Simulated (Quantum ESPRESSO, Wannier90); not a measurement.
**Tight-binding from DFT: InCl (Cmc2₁)**

Materials Project entry mp-571636; symmetrised, unrelaxed at this level. Not found in the COD (Crystallography Open Database) copy used, which has the formula in other groups; not checked further. Level: PBEsol, spinors with spin-orbit coupling; pw.x of Quantum ESPRESSO at 56 Ry with PseudoDojo potentials, 6×4×6 k-points, Wannier90. Density: 8×8×8 mesh, cold smearing 0.01 Ry.

On the energy scale of pw.x, whose zero is arbitrary, the valence-band maximum lies at 4.44 eV.

Input w.win:

```
num_bands = 20
num_wann = 20
exclude_bands = 5-24,41-72
spinors = true
num_iter = 1000
conv_tol = 1.0e-6
conv_window = 4
num_cg_steps = 100
write_hr = true
write_u_matrices = true
auto_projections = true
begin unit_cell_cart
ang
    4.4114400000    0.0000000000    0.0000000000
    0.0000000000    0.0000000000   -4.5441500000
   -2.2057200000    6.2199400000    0.0000000000
end unit_cell_cart
begin atoms_frac
In  -0.3863800000 -0.2501000000  0.2272400000
In   0.3863800000  0.2499000000 -0.2272400000
Cl  -0.1555400000 -0.2659000000 -0.3110800000
Cl   0.1555400000  0.2341000000  0.3110800000
end atoms_frac
mp_grid = 6 4 6
begin kpoints
0.0000000000 0.0000000000 0.0000000000
0.0000000000 0.0000000000 0.1666666667
0.0000000000 0.0000000000 0.3333333333
... (141 more lines: the 6x4x6 mesh through Gamma)
end kpoints
```

Input of pw2wannier90.x that gives the overlap and projection files (equivalent; here they were cut from one run over all bands):

```
&inputpp
  outdir = './out'
  prefix = 'pwscf'
  seedname = 'w'
  write_amn = .true.
  write_mmn = .true.
  scdm_proj = .true.
  scdm_entanglement = 'isolated'
/
```

Output w.wout (banner and timings cut):

```
                                    ------
                                    SYSTEM
                                    ------

                              Lattice Vectors (Ang)
                    a_1     4.411440   0.000000   0.000000
                    a_2     0.000000   0.000000  -4.544150
                    a_3    -2.205720   6.219940   0.000000

                   Unit Cell Volume:     124.68644  (Ang^3)

                        Reciprocal-Space Vectors (Ang^-1)
                    b_1     1.424293   0.505084   0.000000
                    b_2     0.000000   0.000000  -1.382698
                    b_3    -0.000000   1.010168   0.000000

 *----------------------------------------------------------------------------*
 |   Site       Fractional Coordinate          Cartesian Coordinate (Ang)     |
 +----------------------------------------------------------------------------+
 | in   1  -0.38638  -0.25010   0.22724   |   -2.20572   1.41342   1.13649    |
 | in   2   0.38638   0.24990  -0.22724   |    2.20572  -1.41342  -1.13558    |
 | cl   1  -0.15554  -0.26590  -0.31108   |    0.00000  -1.93490   1.20829    |
 | cl   2   0.15554   0.23410   0.31108   |    0.00000   1.93490  -1.06379    |
 *----------------------------------------------------------------------------*
                                ------------
                                K-POINT GRID
                                ------------

             Grid size =  6 x  4 x  6      Total points =  144

 *---------------------------------- MAIN ------------------------------------*
 |  Number of Wannier Functions               :                20             |
 |  Number of Objective Wannier Functions     :                20             |
 |  Number of input Bloch states              :                20             |
 |  Output verbosity (1=low, 5=high)          :                 1             |
 |  Timing Level (1=low, 5=high)              :                 1             |
 |  Optimisation (0=memory, 3=speed)          :                 3             |
 |  Length Unit                               :               Ang             |
 |  Post-processing setup (write *.nnkp)      :                 F             |
 |  Using Gamma-only branch of algorithms     :                 F             |
 *----------------------------------------------------------------------------*
 *------------------------------- WANNIERISE ---------------------------------*
 |  Total number of iterations                :              1000             |
 |  Number of CG steps before reset           :               100             |
 |  Trial step length for line search         :             2.000             |
 |  Convergence tolerence                     :         0.100E-05             |
 |  Convergence window                        :                 4             |
 |  Iterations between writing output         :                 1             |
 |  Iterations between backing up to disk     :               100             |
 |  Write r^2_nm to file                      :                 F             |
 |  Write xyz WF centres to file              :                 F             |
 |  Write on-site energies <0n|H|0n> to file  :                 F             |
 |  Use guiding centre to control phases      :                 F             |
 |  Use phases for initial projections        :                 F             |
 *----------------------------------------------------------------------------*
 *-------------------------------- PLOTTING ----------------------------------*
 |  Plotting Hamiltonian in WF basis          :                 T             |
 *----------------------------------------------------------------------------*

 *---------------------------------- K-MESH ----------------------------------*
 +----------------------------------------------------------------------------+
 |                    Distance to Nearest-Neighbour Shells                    |
 |                    ------------------------------------                    |
 |          Shell             Distance (Ang^-1)          Multiplicity         |
 |          -----             -----------------          ------------         |
 |             1                   0.168361                      2            |
 |             2                   0.251866                      4            |
 |             3                   0.336723                      2            |
 |             4                   0.345674                      2            |
 |             5                   0.346595                      4            |
 |             6                   0.384495                      4            |
 |             7                   0.427700                      8            |
 |             8                   0.474764                      2            |
       ... (lines left out)
 +----------------------------------------------------------------------------+
 | The b-vectors are chosen automatically                                     |
 | The following shells are used:                       1,  2,  4             |
 +----------------------------------------------------------------------------+
 |                        Shell   # Nearest-Neighbours                        |
 |                        -----   --------------------                        |
 |                          1               2                                 |
 |                          2               4                                 |
 |                          3               2                                 |
 +----------------------------------------------------------------------------+
 | Completeness relation is fully satisfied [Eq. (B1), PRB 56, 12847 (1997)]  |
 +----------------------------------------------------------------------------+
 |                  b_k Vectors (Ang^-1) and Weights (Ang^2)                  |
 |                  ----------------------------------------                  |
 |            No.         b_k(x)      b_k(y)      b_k(z)        w_b           |
 |            ---        --------------------------------     --------        |
 |             1         0.000000    0.168361    0.000000    15.421189        |
 |             2         0.000000   -0.168361    0.000000    15.421189        |
 |             3         0.237382    0.084181    0.000000     4.436531        |
 |             4         0.237382   -0.084181    0.000000     4.436531        |
 |             5        -0.237382   -0.084181    0.000000     4.436531        |
 |             6        -0.237382    0.084181    0.000000     4.436531        |
 |             7         0.000000    0.000000   -0.345674     4.184423        |
 |             8         0.000000    0.000000    0.345674     4.184423        |
 +----------------------------------------------------------------------------+
 |                           b_k Directions (Ang^-1)                          |
 |                           -----------------------                          |
 |            No.           x           y           z                         |
 |            ---        --------------------------------                     |
 |             1         0.000000    0.168361    0.000000                     |
 |             2         0.237382    0.084181    0.000000                     |
 |             3         0.237382   -0.084181    0.000000                     |
 |             4         0.000000    0.000000   -0.345674                     |
 +----------------------------------------------------------------------------+

 Starting a new Wannier90 calculation ...

 Reading overlaps from w.mmn

 Reading projections from w.amn

 *------------------------------- WANNIERISE ---------------------------------*
 +--------------------------------------------------------------------+<-- CONV
 | Iter  Delta Spread     RMS Gradient      Spread (Ang^2)            |<-- CONV
 +--------------------------------------------------------------------+<-- CONV

 ------------------------------------------------------------------------------
 Initial State
  WF centre and spread    1  ( -0.277901, -1.841736,  1.334228 )     4.81800368
  WF centre and spread    2  (  0.244298,  1.848638, -1.006630 )     3.95424969
  WF centre and spread    3  (  0.237216, -1.872907,  1.034948 )     3.27711878
  WF centre and spread    4  ( -0.327368,  1.907151, -1.124211 )     3.05581384
  WF centre and spread    5  (  0.133632,  2.269259, -1.303998 )     4.29136616
  WF centre and spread    6  (  0.157511, -2.202449,  1.402539 )     6.56696602
  WF centre and spread    7  ( -0.100496, -2.259173,  0.991816 )     3.25866150
  WF centre and spread    8  ( -0.009803,  2.234547, -0.843449 )     5.50362661
  WF centre and spread    9  ( -2.202554,  2.083017,  1.599787 )    13.16336763
  WF centre and spread   10  (  2.153991, -1.728613, -1.070830 )    13.12992634
  WF centre and spread   11  (  2.143211, -3.203988, -1.484289 )    10.99598536
  WF centre and spread   12  ( -2.196262,  3.398057,  0.904150 )     9.43477144
  WF centre and spread   13  ( -2.225216,  2.286115,  0.803415 )     8.67789860
  WF centre and spread   14  (  2.196675, -2.180817, -1.164920 )     9.30957991
  WF centre and spread   15  (  2.476652, -2.203354, -1.177598 )    14.57254204
  WF centre and spread   16  ( -1.846227,  2.298663,  0.987138 )    14.83872978
  WF centre and spread   17  ( -2.356206,  1.668063,  0.472199 )    18.21101066
  WF centre and spread   18  (  2.237293, -1.801792, -1.532394 )    18.52088263
  WF centre and spread   19  (  0.130755, -2.174847,  1.214882 )    18.65107488
  WF centre and spread   20  (  0.066201,  2.122905, -1.062302 )    23.22000830
  Sum of centres and spreads (  0.635403,  0.646740, -1.025518 )   207.45158384

      0     0.207E+03     0.0000000000      207.4515837801  <-- CONV
        O_D=     16.8534019 O_OD=    156.3328028 O_TOT=    207.4515838 <-- SPRD
 ------------------------------------------------------------------------------
      1    -0.612E+01    10.8771826449      201.3271629871  <-- CONV
        O_D=     13.1459279 O_OD=    153.9158560 O_TOT=    201.3271630 <-- SPRD
      2    -0.194E+02     6.6164771258      181.9732353569  <-- CONV
        O_D=      8.3216532 O_OD=    139.3862031 O_TOT=    181.9732354 <-- SPRD
      3    -0.178E+02     5.2259474447      164.1993464743  <-- CONV
        O_D=      8.2113499 O_OD=    121.7226175 O_TOT=    164.1993465 <-- SPRD
      4    -0.560E+01     5.9057546283      158.5953772901  <-- CONV
        O_D=      7.6425748 O_OD=    116.6874234 O_TOT=    158.5953773 <-- SPRD
      5    -0.852E+01     5.7393411907      150.0742459087  <-- CONV
        O_D=      7.4040946 O_OD=    108.4047723 O_TOT=    150.0742459 <-- SPRD
       ... (lines left out)
    100    -0.262E+00     5.2512818484       61.3158415945  <-- CONV
        O_D=      1.7508400 O_OD=     25.2996225 O_TOT=     61.3158416 <-- SPRD
       ... (lines left out)
    200    -0.343E-02     0.0722113316       37.1217047200  <-- CONV
        O_D=      0.0468431 O_OD=      2.8094826 O_TOT=     37.1217047 <-- SPRD
       ... (lines left out)
    300    -0.147E-04     0.0049741481       37.0153535682  <-- CONV
        O_D=      0.0464457 O_OD=      2.7035288 O_TOT=     37.0153536 <-- SPRD
       ... (lines left out)
    382    -0.462E-06     0.0009101840       37.0134133245  <-- CONV
        O_D=      0.0464284 O_OD=      2.7016058 O_TOT=     37.0134133 <-- SPRD
    383    -0.229E-06     0.0006456088       37.0134130952  <-- CONV
        O_D=      0.0464284 O_OD=      2.7016056 O_TOT=     37.0134131 <-- SPRD
    384    -0.122E-06     0.0004583633       37.0134129730  <-- CONV
        O_D=      0.0464285 O_OD=      2.7016054 O_TOT=     37.0134130 <-- SPRD
             <<<     Delta < 1.000E-06  over  4 iterations     >>>
             <<< Wannierisation convergence criteria satisfied >>>
 Final State
  WF centre and spread    1  ( -0.328147, -1.854359,  1.407442 )     1.69556841
  WF centre and spread    2  (  0.327615,  1.854364, -0.863676 )     1.69554303
  WF centre and spread    3  (  0.000210, -1.845345,  0.850654 )     1.71600111
  WF centre and spread    4  ( -0.328403,  1.854309, -0.865126 )     1.69561295
  WF centre and spread    5  (  0.000795,  1.845326, -1.421409 )     1.71601301
  WF centre and spread    6  (  0.327858, -1.854289,  1.407884 )     1.69559772
  WF centre and spread    7  (  0.000061, -2.495690,  1.207678 )     1.48549376
  WF centre and spread    8  ( -0.000021,  2.495673, -1.064442 )     1.48556707
  WF centre and spread    9  ( -2.205720,  1.164099,  1.155662 )     2.66063569
  WF centre and spread   10  (  2.205720,  1.164100, -3.388487 )     2.66060151
  WF centre and spread   11  (  2.205379, -4.374760, -1.421368 )     1.71610825
  WF centre and spread   12  ( -2.206490,  4.374750,  0.850733 )     1.71611913
  WF centre and spread   13  ( -2.205691,  3.724210,  1.207489 )     1.48552277
  WF centre and spread   14  (  2.205748, -3.724275, -1.064632 )     1.48557885
  WF centre and spread   15  (  2.205720, -1.164100, -1.116413 )     2.66061895
  WF centre and spread   16  ( -0.327830,  1.854440, -0.864006 )     1.69553685
  WF centre and spread   17  ( -2.205720, -1.164100, -1.116413 )     2.66055999
  WF centre and spread   18  (  4.083869, -1.854401, -3.135698 )     1.69555425
  WF centre and spread   19  (  0.328339, -1.854355,  1.406989 )     1.69562503
  WF centre and spread   20  (  0.328150,  1.854403, -0.864617 )     1.69555471
  Sum of centres and spreads (  4.411441, -0.000002, -7.691754 )    37.01341304

         Spreads (Ang^2)       Omega I      =    34.265379073
        ================       Omega D      =     0.046428461
                               Omega OD     =     2.701605439
    Final Spread (Ang^2)       Omega Total  =    37.013412973
```
